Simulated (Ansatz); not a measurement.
RuP2 (space group Pnnm)

```yaml
crystal:
  lattice:
    - [5.07684, 0.00000, 0.00000]
    - [0.00000, 5.83876, 0.00000]
    - [0.00000, 0.00000, 2.85013]
  atoms:
    - { symbol: P, position: [0.33727, 0.87187, 0.50000] }
    - { symbol: P, position: [0.66273, 0.12813, 0.50000] }
    - { symbol: P, position: [0.83727, 0.62813, 0.00000] }
    - { symbol: P, position: [0.16273, 0.37187, 0.00000] }
    - { symbol: Ru, position: [0.50000, 0.50000, 0.50000] }
    - { symbol: Ru, position: [0.00000, 0.00000, 0.00000] }
```

The slice is a (010) plane (indices of the conventional cell) through the point (0.163, 0.372, 0.000) (fractional), spanned by u = [001] and v = [100] in vectors of this cell: u (2.85 Å) and v (5.08 Å, at 90° to u). It covers one period; positions are fractions (u, v).

Method: LDA (plane waves to 420 eV, PAW, scalar-relativistic; Ansatz, an electronic-structure program). k mesh 7×6×12. Near the nuclei the fields are pseudised (PAW); where an atom keeps semicore shells as valence, they peak there. RuP2 is run without spin polarisation. RuP2 was relaxed with its symmetry unable to fall.

Three fields on this plane, each scaled to ten steps between its own extremes (0 low, 9 high; the total valence density on a logarithmic scale, the potential cut 8 eV below its top; x marks points blanked near nuclei; v = 0 in the bottom row):

Map A
```
|xxxx654456xxx|
|xxxx543345xxx|
|xxx64322346xx|
|xx6532002356x|
|6553210012355|
|4432100001234|
|3221100001122|
|2111111111111|
|1112222222211|
|1122344443221|
|1223455554322|
|2234567765432|
|2345789987543|
|234689xx98643|
|33579xxxx9753|
|34579xxxx9754|
|44579xxxx9754|
|555689xx98655|
|6666778877666|
|xx7776666777x|
|xxx87655678xx|
|xxxx765567xxx|
|xxxx765567xxx|
|xxxxx5445xxxx|
```

Map B
```
|xxxx864468xxx|
|xxxx742247xxx|
|xxx75211257xx|
|xx8631001368x|
|7764200002467|
|4431000000134|
|2110000000011|
|0000011110000|
|0001122221100|
|0011233332110|
|1112333333211|
|1122333333221|
|1122322223221|
|122233xx33222|
|22234xxxx4322|
|22234xxxx4322|
|33224xxxx4223|
|654334xx43345|
|8864333333468|
|xx9753223579x|
|xxx98533589xx|
|xxxx975579xxx|
|xxxx986689xxx|
|xxxxx7557xxxx|
```

Map C
```
|xxxx026620xxx|
|xxxx036630xxx|
|xxx01577510xx|
|xx0157887510x|
|1135789987531|
|5678899998876|
|7889999999988|
|8899999999998|
|9999999999999|
|9999887788999|
|9998755557899|
|9986420024689|
|9874000000478|
|986200xx00268|
|87500xxxx0057|
|87400xxxx0047|
|76400xxxx0046|
|554100xx00145|
|1111000000111|
|xx0011111100x|
|xxx00344300xx|
|xxxx036630xxx|
|xxxx026620xxx|
|xxxxx1661xxxx|
```

Question: Assign the maps to these fields: electron localisation function (ELF); valence electron density; electrostatic potential energy of an electron, from the cell's mean.

Answer: A is the valence electron density; B is the electron localisation function (ELF); C is the electrostatic potential energy of an electron, from the cell's mean.
